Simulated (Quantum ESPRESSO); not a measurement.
Field gradients of Al$_{2}$O$_{3}$ from PBE PAW (JTH datasets; density from pw.x of a modified build of Quantum ESPRESSO, gradients reconstructed from it by a script). The input of pw.x:

```
&CONTROL
  calculation = 'scf'
  prefix = 'x'
  pseudo_dir = './pseudo'
  outdir = './out'
  tprnfor = .true.
/
&SYSTEM
  ibrav = 0
  nat = 10
  ntyp = 2
  ecutwfc = 45
  ecutrho = 180
  occupations = 'fixed'
  nbnd = 28
/
&ELECTRONS
  conv_thr = 1e-11
/
ATOMIC_SPECIES
Al 26.982 Al.GGA_PBE-JTH.UPF
O 15.999 O.GGA_PBE-JTH.UPF
CELL_PARAMETERS angstrom
    2.426540139953     1.400963603001     4.284641340000
   -2.426540139953     1.400963603001     4.284641340000
    0.000000000000    -2.801927206002     4.284641340000
ATOMIC_POSITIONS crystal
Al     0.147013516600     0.147013516600     0.147013516600
Al     0.852986483400     0.852986483400     0.852986483400
Al     0.352986483400     0.352986483400     0.352986483400
Al     0.647013516600     0.647013516600     0.647013516600
O      0.944857931400     0.555142068600     0.250000000000
O      0.055142068600     0.444857931400     0.750000000000
O      0.250000000000     0.944857931400     0.555142068600
O      0.750000000000     0.055142068600     0.444857931400
O      0.555142068600     0.250000000000     0.944857931400
O      0.444857931400     0.750000000000     0.055142068600
K_POINTS automatic
6 6 6 0 0 0
```
The cell was made here from a computed Materials Project entry: strained by -2 % along the unique axis and by +1 % across it, atoms relaxed (PBE without dispersion, pw.x of Quantum ESPRESSO, symmetry kept). The parent is Al2O3 in R-3c. Stability against distortions was not tested.

Vzz is the sum of three terms, each taken along its main axis: the smooth valence density, the ions (nucleus and frozen core) with the augmentation charges of all other spheres, and the all-electron minus smooth density in the atom's own sphere. The split hangs on the datasets.  Cores are frozen. Against all-electron runs on small test molecules, this scheme's |Vzz| missed by −7 % on Al, −2 to +6 % on O.

| site | smooth valence density | ions and other spheres | own sphere | Vzz (a.u.) |
|---|---|---|---|---|
| Al (atoms 1, 2, 3, 4) | 0.057 | -0.046 | ___ | ___ |
| O (atoms 5, 6, 7, 8, 9, 10) | 0.059 | -0.156 | ___ | ___ |

Problem. What belongs in the gaps?

Solution. 
- Al (atoms 1, 2, 3, 4), own sphere: 0.061
- Al (atoms 1, 2, 3, 4), Vzz (a.u.): 0.072
- O (atoms 5, 6, 7, 8, 9, 10), own sphere: -0.303
- O (atoms 5, 6, 7, 8, 9, 10), Vzz (a.u.): -0.400
